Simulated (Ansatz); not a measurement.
Starting cell, La (dhcp type, space group P6_3/mmc):

```
CELL_PARAMETERS angstrom
      3.78465     0.00000     0.00000
     -1.89233     3.27761     0.00000
      0.00000     0.00000    12.02942
ATOMIC_POSITIONS crystal
  La 0.00000 0.00000 0.00000
  La 0.00000 0.00000 0.50000
  La 0.33333 0.66667 0.25000
  La 0.66667 0.33333 0.75000
```

In each cell atom 3 (La, nearest neighbour La at 3.717 Å; its periodic images, 3.8 Å or more away, move with it) moves by s·(-0.509, 0.294, -0.809) (towards the nearest neighbour), the rest being held.

These are r2SCAN (plane waves to 500 eV, PAW, scalar-relativistic; Ansatz, a first-principles code) values and carry that method's errors. k mesh 11×11×3 (Γ-centred), Fermi-Dirac smearing 0.05 eV. E stands for the smeared free energy. Left out: 1 of 11 points, with atoms too close for the PAW data. With partly filled bands, energies and forces of such displacements shift with the k mesh and the smearing. La is run without spin polarisation. La was relaxed with its symmetry unable to fall. The PAW data are Ansatz's earlier set. ΔE is measured from the undisplaced structure.

Problem. Give the computed ΔE (eV/cell) at s (Å) = -0.592, -0.296, -0.148, 0.296, 0.592.

Solution. 
| s (Å) | ΔE (eV/cell) |
|---|---|
| -0.592 | 0.233 |
| -0.296 | 0.054 |
| -0.148 | 0.013 |
| 0.296 | 0.054 |
| 0.592 | 0.231 |

(A displaced cell: forces are minus the slopes of the energy, force constants its curvatures, and phonons follow from these.)
